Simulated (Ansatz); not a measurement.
**Computed properties of Tl2Pd**

Tl2Pd:
```
Tl2Pd
1.0
   -3.36484     3.36484     2.87194
    3.36484    -3.36484     2.87194
    3.36484     3.36484    -2.87194
Pd Tl
2 4
Direct
  0.25000   0.25000   0.00000
  0.75000   0.75000   0.00000
  0.66567   0.16567   0.83133
  0.16567   0.33433   0.50000
  0.33433   0.83433   0.16867
  0.83433   0.66567   0.50000
```

Space group I4/mcm (No. 140); conventional cell a = b = 6.7297 Å, c = 5.7439 Å, α = β = γ = 90.00°.

Method: DFT-PBEsol in the program Ansatz with PAW potentials. Geometry: relaxed at this level of theory. Other levels are named where they apply.

### Cell and energy

```
Item                                                          Result
-----------------------------------------------------  -------------
Volume per atom                                             21.68 Å³
Density                                                  13.15 g/cm³
Formation energy from the elements (no fitted shifts)  -0.17 eV/atom
```

### Electronic structure

```
Property                                                                    Result
------------------------------------  --------------------------------------------
Electronic character                                             metallic (no gap)
Density of states at the Fermi level  0.39 states/eV per atom (mean over ±0.08 eV)
Gap with spin–orbit coupling                                       none (metallic)
```

### Mechanics

```
Quantity                              Result
----------------------------------  --------
Bulk modulus (Birch–Murnaghan fit)  74.5 GPa
Pressure derivative B′                   6.1
```

### Phonons

```
Quantity                                       Result
-----------------------------  ----------------------
Highest zone-centre frequency                168 cm⁻¹
Zone-centre stability          no imaginary mode at Γ
```

The workflow started from an entry of the Crystallography Open Database (COD). Its standing as an ambient phase is unchecked. The cell was relaxed with PBEsol under the symmetry of its start. The run is not spin-polarised. As this level gives no gap, phonon frequencies hold no LO–TO term and depend on the k-mesh and smearing (Fermi–Dirac, 0.1 eV here). Axis ratios of metals converge slowly with the k-mesh, so a and c are less sure than the volume. The references are the lowest solids computed at this level, not always the standard phases. Scalar-relativistic: spin–orbit coupling is off unless named, which matters more the heavier the elements.

Potentials: the later of the program's two PAW sets.
